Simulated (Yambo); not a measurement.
# How GW settings move the gap: Ca2FeH6

G0W0@PBEsol for Ca2FeH6 (space group Fm-3m, No. 225) in Yambo. Reference settings: 4×4×4 Γ-centred k mesh, bands 5 to 161 and a 8 Ry block in the screening, 161 bands in G with the Bruneval-Gonze terminator, plasmon pole fitted at 27.2 eV. The PBEsol gap W → X on this mesh is 1.27 eV; G0W0 gaps are taken between the same points.

```
change from the reference     G0W0 gap W → X (eV)  shift of the valence edge (eV)        rough Yambo cost
----------------------------  -------------------  ------------------------------  ----------------------
reference settings                           2.48                           -0.10                       1
63 bands in W, 63 bands in G                 2.48                            0.05               about 1/2
63 bands in G                                2.49                           -0.12                       –
76 bands in W                                2.47                            0.00  within a factor of two
2 Ry block                                   2.87                           -0.18  within a factor of two
no random integration                        2.43                            0.07                       –
no terminator                                2.46                            0.09                       –
```

The reference isn't shown to be the converged limit. Costs are rough (shared machines), scaled to the same edge states, and given only for runs that recompute the screening.

Geometry of the Materials Project entry, not relaxed at this level; primitive cell a = 4.9442 Å, b = 4.9442 Å, c = 4.9442 Å, α = 60.00°, β = 60.00°, γ = 60.00°.

The structure is a Materials Project entry; no match was found in the copy of COD used, and its stability was not checked.

The runs are not spin-polarised; magnetic order was not tried.

A shift is the quasiparticle energy of the state minus its PBEsol energy.
